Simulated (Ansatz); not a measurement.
HfRu: stiffness from a series of strains

```yaml
crystal:
  lattice:
    - [3.22500, 0.00000, 0.00000]
    - [0.00000, 3.22500, 0.00000]
    - [0.00000, 0.00000, 3.22500]
  atoms:
    - { symbol: Hf, position: [0.00000, 0.00000, 0.00000] }
    - { symbol: Ru, position: [0.50000, 0.50000, 0.50000] }
```

Atoms are numbered in the order listed.

The conventional cell has a = 3.225 Å, b = 3.225 Å, c = 3.225 Å, α = 90.00°, β = 90.00°, γ = 90.00°. Hf (atom 1) has 8 Ru at 2.79 Å as nearest neighbours. Around Ru (atom 2) lie 8 Hf at 2.79 Å.

The cell comes from COD entry 1523508, which wasn't checked; take it as a given geometry.

No spin–orbit coupling, which matters for the heavy atoms here.

Method: Ansatz 0.2.0, DFT, PBEsol, all-electron LAPW, scalar-relativistic.

Settings: a Γ-centred 11×11×11 k mesh, Fermi–Dirac smearing of 0.08 eV, basis error target 0.5 meV/atom, no spin polarisation.

The strain is applied along the Cartesian axes of the cell as listed (the other components stay zero). Fractional coordinates are held (clamped ions).

σ is the change of stress from the unstrained cell, which is at -3.03 GPa; tension is positive, so slopes are stress–strain coefficients at that pressure. In a metal the k mesh adds noise.

Only quantities that a quadratic follows smoothly over the whole series are listed; rougher ones are left out.

```
εxx = εyy  σzz (GPa)  σxx (GPa)
  -0.0200      -5.15     -10.55
   0.0000       0.00       0.00
   0.0100       2.07       4.67
   0.0200       3.88       8.94
```

(1) Fit the series and read off the stiffness at zero strain.

(2) One run, at εxx = εyy = -0.0100, is withheld. Predict its row.

Results:

(1) Least-squares fits y = p0 + p1 x + p2 x² to the rows give σzz (GPa): p1 = 226, p2 = -1600; σxx (GPa): p1 = 487, p2 = -2000. So 2 C12 = 226 GPa and C11 + C12 = 487 GPa.

(2) The fits give -2.42, -5.07; the run gave -2.39, -5.06.
